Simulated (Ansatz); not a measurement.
## Hf (Fm-3m), stationary points along a deformation path

Computed with DFT r2SCAN, scalar-relativistic, plane waves, PAW in Ansatz. Settings: plane waves to 500 eV, k-mesh 20×20×20 (Γ-centred), Gaussian smearing 0.15 eV. Spin–orbit coupling is left out, which can shift energies with elements as heavy as these. No spin polarisation. Energies are free energies at this smearing, counted from the undisturbed cell; pressure is positive in compression.

Zero of the scan (as given, not relaxed at this level; it stands at 2.7 GPa; this fcc form isn't the usual structure):

```
Hf
1.0
     0.00000    2.22000    2.22000
     2.22000    0.00000    2.22000
     2.22000    2.22000    0.00000
Hf
1
Direct
  0.00000 0.00000 0.00000
```

At fixed volume and fractional coordinates, lengths along (0.000, 0.000, 1.000) are scaled against those across it; ρ is that ratio over its starting value. V = 21.882 Å³/atom. Δσ is the stress along the axis less the mean stress across it (compression positive).

| ρ | ΔE (meV/atom) | Δσ (GPa) | space group |
| --- | --- | --- | --- |
| 0.650 | 98.8 | -3.66 | I4/mmm |
| 0.707 | 117.6 | -0.01 | Im-3m |
| 0.780 | 95.7 | 4.75 | I4/mmm |
| 0.850 | 51.9 | 5.64 | I4/mmm |
| 0.920 | 16.2 | 3.96 | I4/mmm |
| 0.960 | 4.1 | 2.13 | I4/mmm |
| 1.000 | 0.0 | 0.00 | Fm-3m |
| 1.050 | 6.3 | -2.76 | I4/mmm |
| 1.100 | 23.3 | -5.27 | I4/mmm |
| 1.200 | 86.2 | -10.89 | I4/mmm |
| 1.300 | 185.4 | -16.20 | I4/mmm |
| 1.414 | 331.1 | -22.51 | I4/mmm |
| 1.500 | 469.6 | -29.08 | I4/mmm |

Task: How does the stress give the slope of the energy, and where is the energy stationary?

Result: Along the path d ln(length) is 2/3 d ln ρ on the axis and −1/3 d ln ρ across it, so dE/d ln ρ = −(2/3) V Δσ: the energy falls with ρ where Δσ is positive. Δσ vanishes or changes sign at ρ = 0.707 (Im-3m), a maximum at 117.6 meV/atom; at ρ = 1.000 (Fm-3m), a minimum at 0.0 meV/atom. Pairs of stationary points between two samples would go unseen, and could change a minimum read from distant neighbours into a maximum. At ρ = 0.707, 1.000 the cell is cubic, where symmetry alone makes the stress isotropic and the slope zero.

Task: Which shear constant sets the curvature at ρ = 1?

Result: For a cubic crystal E/V = (2/3) C (ln ρ)² with C = C′ = (C11 − C12)/2, so Δσ = −2C ln ρ. The parabola of Δσ against ln ρ through ρ = 0.960, 1 and 1.050 gives C ≈ 27 GPa with the ions clamped, rough because the steps are large. It is the stress–strain coefficient at this cell's pressure of 2.7 GPa, not the zero-pressure constant.

Task: Integrate that slope from ρ = 1 to 0.850 by the trapezoid rule.

Result: With V/N in Å³ and 1 eV/Å³ = 160.2 GPa the slopes at ρ = 1.000, 0.960, 0.920, 0.850 are 0, -194, -360, -514 meV/atom per unit of ln ρ. The steps add 4.0 + 11.8 + 34.6 = 50.3 meV/atom, against 51.9 from the energies; the trapezoid rule misses the curvature of the slope within each step.

In a metal these slopes depend on the k mesh and the smearing.